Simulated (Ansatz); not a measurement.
# Structure types of Ge at a series of pressures

All-electron LAPW in Ansatz 0.2.0 under PBEsol, scalar-relativistic, energies extrapolated to zero smearing, no spin–orbit coupling; spin polarisation is left out. At each pressure a set of structure types was relaxed with symmetry kept. The table gives H = E + pV above the lowest type of that row in meV/atom (up to 5 of noise); a dash means not tried or turned into another type. Real phases may be missing from the set: fcc wasn't tried throughout, and may lie lower. k spacings are near 0.17 to 0.21 Å⁻¹, smearing 0.05 to 0.1 eV.

Task: Among hcp, diamond, bcc, beta tin, simple hexagonal, omega, which leads at -0.044, 120, 270, 470 GPa?

Result: diamond at -0.044 GPa; hcp or bcc at 120 GPa; hcp at 270 GPa; hcp at 470 GPa.

| p (GPa) | V of the lowest (Å³/atom) | hcp | diamond | bcc | beta tin | simple hexagonal | omega |
| --- | --- | --- | --- | --- | --- | --- | --- |
| -0.044 | 22.88 | 269 | 0 | 285 | 168 | – | 266 |
| 120 | 10.97 | 0 | 2027 | 8 | 68 | – | – |
| 270 | 8.91 | 0 | 3997 | 39 | – | 261 | 112 |
| 470 | 7.62 | 0 | 6045 | 88 | 654 | 510 | – |
